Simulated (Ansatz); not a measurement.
Be3N2:
```
Be3N2
1.0
    1.40483     0.81108     4.79956
   -1.40483     0.81108     4.79956
    0.00000    -1.62215     4.79956
Be N
3 2
Cartesian
  0.00000   0.00000   2.03800
  0.00000   0.00000   9.82269
  0.00000   0.00000  13.11877
  0.00000   0.00000  11.45804
  0.00000   0.00000   4.19422
```

Cartesian axes are those of the cell as given.

Q: Give the high-frequency dielectric tensor and the Born effective charge tensors of the independent atoms from DFPT, LDA (plane waves, PAW; program Ansatz).

A: 
ε∞:
```
4.53  0.00  0.00
0.00  4.53  0.00
0.00  0.00  5.05
```
Z* of atom 1 (Be), rows: field, columns: displacement, in e:
```
1.64  0.00  0.00
0.00  1.64  0.00
0.00  0.00  1.58
```
Z* of atom 2 (Be), rows: field, columns: displacement, in e:
```
1.70  0.00  0.00
0.00  1.70  0.00
0.00  0.00  2.16
```
Z* of atom 3 (Be), rows: field, columns: displacement, in e:
```
1.66  0.00  0.00
0.00  1.66  0.00
0.00  0.00  1.61
```
Z* of atom 4 (N), rows: field, columns: displacement, in e:
```
-2.13   0.00   0.00
 0.00  -2.13   0.00
 0.00   0.00  -2.90
```
Z* of atom 5 (N), rows: field, columns: displacement, in e:
```
-2.86   0.00   0.00
 0.00  -2.86   0.00
 0.00   0.00  -2.45
```

Space group R3m. The first step of the workflow began from a Materials Project structure, measured or hypothetical; the Crystallography Open Database copy checked does not list it. COD files the formula under space group No. 206. Whether it is the stable phase at ambient conditions was not checked. The LDA relaxation kept the symmetry of its start; its stability against distortions is not shown here.

Potentials: the later of the program's two PAW sets.
